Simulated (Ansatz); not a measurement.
**Li$_{2}$La$_{2}$Ge$_{3}$: the relaxed cell by functional**

The starting cell is an entry of the Crystallography Open Database, a measured cell (2012, 200 K):

```yaml
crystal:
  lattice:
    - [2.26555, -9.50050, 0.00000]
    - [2.26555, 9.50050, 0.00000]
    - [0.00000, 0.00000, 7.00800]
  atoms:
    - { symbol: Li, position: [0.81020, 0.18980, 0.56000] }
    - { symbol: Li, position: [0.18980, 0.81020, 0.06000] }
    - { symbol: Li, position: [0.18980, 0.81020, 0.44000] }
    - { symbol: Li, position: [0.81020, 0.18980, 0.94000] }
    - { symbol: La, position: [0.55181, 0.44819, 0.25000] }
    - { symbol: La, position: [0.44819, 0.55181, 0.75000] }
    - { symbol: La, position: [0.34017, 0.65983, 0.25000] }
    - { symbol: La, position: [0.65983, 0.34017, 0.75000] }
    - { symbol: Ge, position: [0.93949, 0.06051, 0.06994] }
    - { symbol: Ge, position: [0.06051, 0.93949, 0.56994] }
    - { symbol: Ge, position: [0.06051, 0.93949, 0.93006] }
    - { symbol: Ge, position: [0.93949, 0.06051, 0.43006] }
    - { symbol: Ge, position: [0.71986, 0.28014, 0.25000] }
    - { symbol: Ge, position: [0.28014, 0.71986, 0.75000] }
```

Atoms and cell were relaxed at zero pressure with plane-wave PAW DFT (Ansatz 0.2.0; one set of PAW datasets, made under PBE, for all functionals; 420 eV, r2SCAN 500 eV; 5×5×4 Γ-centred mesh, fermi-dirac occupations of width 0.100 eV; no spin polarisation, no spin-orbit coupling, no dispersion correction), keeping the symmetry (Cmcm, No. 63).

**Question.** How do the functionals compare with each other and with the entry?

**Answer.** The relaxed conventional cells:

```tsv
functional	a (Å)	b (Å)	c (Å)	volume (Å³/atom)	formation energy (eV/atom)
LDA	4.455	18.642	6.873	20.39	-0.772
PBEsol	4.493	18.836	6.955	21.02	-0.755
PBE	4.548	19.078	7.061	21.88	-0.733
r2SCAN	4.546	19.033	7.040	21.75	-0.815
the entry	4.531	19.001	7.008	21.55	–
```

LDA gives the smallest volume and PBE the largest, 7.3 % more, the usual order, since LDA overbinds and PBE's gradient terms loosen the lattice. Against the entry's volume: LDA -5.4 %, PBEsol -2.4 %, PBE +1.5 %, r2SCAN +1.0 %; r2SCAN comes nearest. The formation energies span 0.08 eV an atom, lowest under r2SCAN.

Caveats: each relaxation keeps the start's symmetry, so a distorted cell may lie lower; computed cells are at 0 K with fixed nuclei, while the entry holds thermal expansion, often some tenths of a per cent in volume and more in soft crystals; formation energies are at zero smearing against the elements' usual phases under the same functional, gases as free molecules, uncorrected.
